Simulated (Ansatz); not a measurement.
## TiZn₂O₄: computed property card

TiZn₂O₄:
```xyz
14
Lattice="-2.9411 2.9799 4.3069 2.9411 -2.9799 4.3069 2.9411 2.9799 -4.3069" Properties=species:S:1:pos:R:3 pbc="T T T"
Ti     0.0000     0.0000     4.3069
Ti     2.9411     0.0000     0.0000
Zn     0.0000     4.4699     1.1965
Zn     2.9411    -1.4900     3.1104
Zn     1.4705     1.4900     2.1535
Zn    -1.4705     1.4900     2.1535
O      0.0000     0.0786     2.3648
O      2.9411     2.9014     1.9421
O      0.0000     2.9014     2.3648
O      2.9411     0.0786     1.9421
O     -1.3212     1.4900     4.3329
O      4.2622     1.4900    -0.0259
O      1.3212     1.4900     4.3329
O      1.6199     1.4900    -0.0259
```

Space group Imma (No. 74); conventional cell a = 5.8821 Å, b = 5.9599 Å, c = 8.6139 Å, α = β = γ = 90.00°.

Method: DFT-r²SCAN in the program Ansatz with PAW potentials. Structure relaxed to zero pressure with the same functional. Other levels are named where they apply.

### Cell and energy

| Quantity | Result |
|---|---|
| Volume per atom | 10.78 Å³ |
| Density | 5.34 g/cm³ |
| Formation energy from the elements (no fitted shifts) | -2.32 eV/atom |

### Electronic structure

| Item | Value |
|---|---|
| Band gap | 1.86 eV (indirect) |
| Valence-band maximum | at X (k = 0.500, 0.500, 0.500 in fractions of the reciprocal vectors) |
| Conduction-band minimum | at Γ |
| Smallest direct gap on the standard path | 2.08 eV |
| Electron effective mass | 0.72, 0.98, 1.4 mₑ (principal values) |
| Hole effective mass | 0.82, 1.4, 3.8 mₑ (principal values) |
| HSE06 gap on the r²SCAN cell | 3.16 eV |

### Mechanics

| Quantity | Result |
|---|---|
| Bulk modulus (Birch–Murnaghan fit) | 175 GPa |
| Pressure derivative B′ | 4.7 |
| Elastic constants (relaxed ions, GPa) | C11 = 258, C22 = 343, C33 = 227, C12 = 99.2, C13 = 151, C23 = 135, C44 = 84.5, C55 = 79.7, C66 = 39.2 |
| Mechanical stability | stable (all eigenvalues of C positive) |
| Hill bulk and shear moduli | 177 and 65.2 GPa |
| Young's modulus | 174 GPa |
| Poisson's ratio | 0.34 |
| Debye temperature from the elastic constants | 529 K |

### Charges

| Property | Result |
|---|---|
| Bader charges | Ti +2.34, Zn +1.36 to +1.37, O -1.27 to -1.26 e |

The first step of the workflow began from a Materials Project structure, measured or hypothetical; the Crystallography Open Database copy checked does not list it. COD files the formula under space group No. 95. With Ti and Zn taken as one species the cell has the higher symmetry Fd-3m, so it may be an ordered model of a mixed-site phase. Its standing as an ambient phase is unchecked. The r²SCAN relaxation kept the symmetry of its start; whether a distortion lowers the energy is not shown. The run is not spin-polarised. The references are the lowest solids computed at this level, not always the standard phases (solids in place of the gases).

Potentials: the later of the program's two PAW sets.
